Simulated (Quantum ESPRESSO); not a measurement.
LiMg$_{3}$TaAl$_{3}$ (simulated cell) (calculated)

Computed with Quantum ESPRESSO 7.5. Calculation on a made-up metal alloy cell, not a measurement, one composition run in several site patterns on the same cell and positions: no spin or spin-orbit, unrelaxed, 2900 K smearing, stress positive in tension, cell energy less fitted offsets; periodic Kohn-Sham density functional theory in plane waves with PseudoDojo standard norm-conserving scalar-relativistic pseudopotentials, each functional with its own files (v0.5 for PBE, v0.4.1 for LDA and PBEsol), eight atoms on drawn sites of a strained close-packed or body-centred lattice, each displaced and held fixed; the energy is the cell's free energy, ions and the entropy term -TS included, at the stated Fermi-Dirac width, less a fixed offset for each atom's element (shifted free energy); compositions with an open d shell lost a parallel starting moment in a cheaper test run, and other magnetic orders were not tried; an error bar is the largest change of its kind in a tighter rerun, never given below 0.002 eV, 0.02 GPa or 0.003 eV/angstrom, and covers cutoff and k-mesh only, not smearing or the files.

### LiMg$_{3}$TaAl$_{3}$ (simulated cell)

```
LiMg3TaAl3
1.0
      3.0520     0.0000     4.9176
      3.0520     0.0000    -4.9176
     -3.0520     5.2862     0.0000
Al Mg Li Ta Mg Al
2 2 1 1 1 1
Direct
  0.00801 0.00605 0.01360
  -0.00737 -0.01274 0.49569
  0.40924 0.91229 0.32235
  0.40480 0.91284 0.82780
  0.51063 0.50233 -0.00038
  0.52106 0.52191 0.52105
  0.91887 0.41682 0.33470
  0.91359 0.41540 0.83190
```

| Property | Result |
| --- | --- |
| lattice type | hexagonal close-packed |
| functional | pbe |
| cutoff | 1143 eV |
| fermi dirac smearing | 0.25 eV |
| electrons removed | 0 |
| k mesh | 6 x 6 x 5 shifted half a step off Gamma on each axis |
| structure shown | pattern 1, with the other patterns on the same cell and positions |

Atoms:
```csv
atom site,pattern 1 element,pattern 2 element,pattern 3 element,pattern 4 element,pattern 5 element,pattern 6 element
1,Al,Al,Mg,Ta,Mg,Al
2,Al,Al,Li,Mg,Al,Al
3,Mg,Mg,Mg,Al,Mg,Li
4,Mg,Mg,Ta,Mg,Li,Ta
5,Li,Al,Mg,Mg,Al,Mg
6,Ta,Li,Al,Li,Mg,Mg
7,Mg,Ta,Al,Al,Al,Mg
8,Al,Mg,Al,Al,Ta,Al
```

Offsets:
```csv
element,energy per atom (eV)
Al,-63.26
Li,-195.67
Mg,-1616.19
Ta,-1771.44
```

Results:
```csv
pattern,energy above first pattern (eV),entropy term negative ts (eV),pressure (GPa),stress xx (GPa),stress yy (GPa),stress zz (GPa),rms force component (eV/Å),shifted free energy (eV)
1,0,-0.942,-4.36,6.38,4.33,2.35,0.248,0.508
2,0.254,-1.056,-3.69,2.4,3.27,5.42,0.272,0.761
3,-0.162,-0.915,-4.4,6.8,5.18,1.21,0.319,0.346
4,0.191,-1.01,-3.81,3.1,2.4,5.92,0.261,0.698
5,-0.024,-0.973,-4.37,2.89,5.37,4.86,0.269,0.483
6,-0.088,-0.935,-4.4,6.83,1.99,4.4,0.264,0.42
```

Notes: heavy elements are run without spin-orbit coupling, which real alloys of them have; a spin test at this wide smearing found no moment, but such smearing suppresses magnetism that the real alloy may have; unrelaxed patterns on shared displaced sites, so differences are not ordering energies; lattice, volume and sites are drawn at random and may be unstable or far from any real phase; energies are for the whole cell, less offsets fitted to these runs, so they are not formation energies; error bars: energy 0.0037 eV, stress 0.041 GPa, force 0.0069 eV/Å, from a tighter rerun of a related cell, whose elements or sites may differ.
